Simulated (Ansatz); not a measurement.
CoB₃N₃ in space group P-62m (No. 189; Pearson symbol hP14), PBE in the plane-wave PAW code Ansatz. The conduction-band minimum lies at L, with 3 equivalent valleys. Second derivatives d²E/dk² of the lowest band at one valley (eV·Å²), along Cartesian directions:

```tsv
direction	d²E/dk²
[100]	1.465
[010]	3.449
[001]	5.083
[110]	2.457
[101]	3.273
[011]	4.267
```

Task: Find the principal effective masses, the density-of-states mass and the conductivity mass.

Result: Off-diagonal terms follow from H_xy = H[110] − (H_xx + H_yy)/2, and m*/mₑ = 7.620 eV·Å² over each eigenvalue: 1.5, 2.2, 5.2. One valley's DOS mass (m₁m₂m₃)^(1/3) = 2.6, conductivity mass 3/(Σ 1/mᵢ) = 2.3 mₑ.

Task: What effective density of states Nc follows at 300 K for parabolic valleys?

Result: Nc = 2.509e19 × 3 × (2.6)^(3/2) / 2 (one spin channel) ≈ 1.6e20 cm⁻³.

The start of the workflow was typed in or built on a structure type; neither database checked (COD, Materials Project) lists it. Its standing as an ambient phase is unchecked. Symmetry was held in the PBE relaxation; whether a distortion lowers the energy is not shown. Spin order of the final state: ferromagnetic, chosen from 2 collinear starts compared on coarse meshes (ties went to the first, and starts can fall back to one state), not a proven ground state. No Hubbard U is applied. Point labels and valley counts follow the cell and symmetry of the run, lower than the named group.

Potentials: the earlier of the program's two PAW sets.

Edges and masses are those of Kohn–Sham bands, whose gap is no quasiparticle gap.
